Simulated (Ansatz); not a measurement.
Given:

RbCrSe$_{2}$:
```xyz
4
Lattice="1.9249 1.1114 7.7545 -1.9249 1.1114 7.7545 0.0000 -2.2227 7.7545" Properties=species:S:1:pos:R:3 pbc="T T T"
Rb     0.0000     0.0000     3.8603
Cr     0.0000     0.0000    23.2117
Se     0.0000     0.0000     9.0403
Se     0.0000     0.0000    14.1297
```
The run is spin-polarised; directions of the spins, atom by atom: 0 ↑ 0 0.

This is the r²SCAN-relaxed structure. Tensor components refer to the Cartesian frame of this cell.

Task: All from DFT-r²SCAN in the program Ansatz with PAW potentials, unless another level is named. Predict the formation energy from the elements (no fitted shifts).

Result: -1.09 eV/atom.

Task: And the band gap?

Result: 1.27 eV (indirect).

Task: Next, the smallest direct gap on the standard path?

Result: 1.57 eV.

Task: Next, the conduction-band minimum?

Result: off the standard path, at k = (0.159, 0.398, 0.398) in fractions of the reciprocal vectors.

Task: What about the valence-band maximum?

Result: at T.

Space group R3m. The first step of the workflow began from a Materials Project structure, measured or hypothetical; the Crystallography Open Database copy checked does not list it. Whether it is the stable phase at ambient conditions was not checked. Symmetry was held in the r²SCAN relaxation; its stability against distortions is not shown here. The final state is ferromagnetic, the only order run, not a proven ground state. The cell computed holds one magnetic atom, so no antiferromagnetic order was within reach. Other orbital occupations within this spin state were not tried. No Hubbard U is applied. The references are the lowest solids computed at this level, not always the standard phases. Scalar-relativistic: spin–orbit coupling is off unless named, which matters more the heavier the elements.

Potentials: the later of the program's two PAW sets.
